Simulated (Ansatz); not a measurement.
Ansatz (an electronic-structure program) input:

Ansatz 0.2 input:
```yaml
crystal:
  lattice:
    - [2.9797495176, 0.0, 0.0]
    - [0.0, 2.9797495176, 0.0]
    - [0.0, 0.0, 2.9797495176]
  atoms:
    - { symbol: Cu, position: [0.0, 0.0, 0.0] }
    - { symbol: Pd, position: [0.5, 0.5, 0.5] }
kpoints:
  mp_grid: { grid: [14, 14, 14] }
hamiltonian:
  xc: r2scan
  pseudopotentials: { kind: paw }
scf:
  occupations: { method: gaussian, width: 0.1 }
checkpoint: { read: metal.run }
output: { write_density: true, elf: true, volumetric_format: npy }
basis: { fft_grid_basis: typed }
```

Output (shortened):

```
Pseudopotential: Cu, paw, valence charge 19
Pseudopotential: Pd, paw, valence charge 18
Functional definition: r2SCAN
Crystal: 2 atoms, lattice volume = 26.457 Å³
Basis set: ecut = 500 eV, 691 PW (Γ), exchange–correlation on 96×96×96 points (64 copies of the dense FFT grid, shifted against one another)
Bands: 27, of which v1, the nominal top of the filled ones, is band 19 counted from 1 (18 counted from 0)
Symmetry: 48 space group operations
Space group: Pm-3m (ITA 221), of the structure as read, at distance tolerance 3.0e-5 Å
k-points: 120 of 2744
Stability of the state it starts from, as read at its close in the unpolarized treatment …
iter 1 solved again at ethr=8.61e-9 eV; its pass at ethr=3.10e-3 eV (dr2=3.18e-6 eV) is discarded
SCF iter   1: F=—  HF=-13617.239217 eV  |F-HF|=—  |Δ(HF+E_count)|=         —  Δρ=1.58e-6  dr2=4.39e-10  dr2_τ=4.74e-12  ethr=8.61e-9  ⟨swp⟩=3.6  Hψ=22039  notcnv=0
preconditioner: auto → none
SCF iter   2: F=-13617.239217 eV  HF=-13617.239217 eV  |F-HF|=3.56e-9  |Δ(HF+E_count)|=   3.28e-9  Δρ=4.24e-6  dr2=3.28e-9  dr2_τ=3.32e-11  ethr=1.19e-12  ⟨swp⟩=5.4  Hψ=12053  notcnv=0
SCF 1 converged in 2 iterations: F = -13617.239217 eV  dr2 = 3.28e-9
SCF converged after 2 iterations
Free energy (F): -13617.239217 eV
Harris-Foulkes:  -13617.239217 eV  (|F-HF|=3.56e-9)
Internal energy: -13617.233677 eV  (E = F + TS)
E sigma→0 (E₀):  -13617.236447 eV
Entropy (-TS):   -0.005540 eV (-2.770 meV/atom)
Fermi energy:    17.937329 eV
--- Per-component energies (eV) ---
  E_band       = -523.453456
  E_kinetic    = 816.293705
  E_local      = -5880.014168  (includes V_loc(G=0)·N_el)
  E_nonlocal   = 616.344993
  E_hartree    = 2549.565120
  E_xc         = -243.953849
  E_vxc        = -356.862710  (∫ρ·V_xc dr)
  E_paw        = -5453.242712  (= ΣΔE_a)
  E_vpaw       = -844.356552  (= ΣTr[D̂ρ^β])
  E_aug_tail   = 0.000241  (compensation charges beyond the density's cutoff)
  E_vtau       = 26.006395  (kinetic-family band-sum trace: ∫τ·v_τ [+ j·A + Jᵃ·Aᵃ] dr)
  E_ewald      = -6021.473812
  E_core_change = -0.753195  (= ΣΔE_core)
  E_smearing   = -0.005540  (= −TS)
  E_closure    =  0.000000  (closes the sum)
  Σ components = -13617.239217   (vs F -13617.239217, Δ=0.00e0)
  [band-id]    e_kinetic+e_local+e_nonlocal+2·e_hartree+e_vxc+e_vpaw+e_augmentation_tail+e_vtau = -523.457856   (vs E_band -523.453456, Δ=-4.40e-3)
--- Band table (eV; the first three rows and the last of 120) ---
  k-point 0: bands = ["-97.5527", "-68.1752", "-53.3843", "-53.3843", "-53.3843", "-33.0393", "-33.0393", "-33.0393", "10.0105", "13.2377", "13.2377", "15.4448", "15.4448", "15.4448", "16.7754", "16.7754", "17.8019", "17.8019", "17.8019", "27.4696", …
  k-point 1: bands = ["-97.5526", "-68.1749", "-53.3847", "-53.3842", "-53.3842", "-33.0443", "-33.0389", "-33.0389", "10.1135", "13.2782", "13.2908", "15.4434", "15.4434", "15.4715", "16.7341", "16.7920", "17.7085", "17.7085", "17.7726", "26.8178", …
  k-point 2: bands = ["-97.5526", "-68.1740", "-53.3858", "-53.3841", "-53.3841", "-33.0584", "-33.0378", "-33.0378", "10.4169", "13.3979", "13.4402", "15.4422", "15.4422", "15.5502", "16.6118", "16.8403", "17.4569", "17.4569", "17.6866", "25.3600", …
  k-point 119: bands = ["-97.5514", "-68.1555", "-53.3915", "-53.3915", "-53.3915", "-33.1203", "-33.1203", "-33.1203", "13.9075", "13.9075", "13.9075", "15.2862", "15.2862", "15.2862", "16.6463", "16.6463", "17.7122", "17.7122", "24.8983", "26.3523", …
```

Cost: about 2.9 core-seconds (a rough figure) on shared cores.

The workflow started from an entry of the Crystallography Open Database (COD). Whether it is the stable phase at ambient conditions was not checked. Symmetry was held in the r²SCAN relaxation; its stability against distortions is not shown here. No spin polarisation was allowed. Spin–orbit coupling is left out wherever it is not named.

Potentials: the later of the program's two PAW sets.

Ansatz is a plane-wave DFT program.
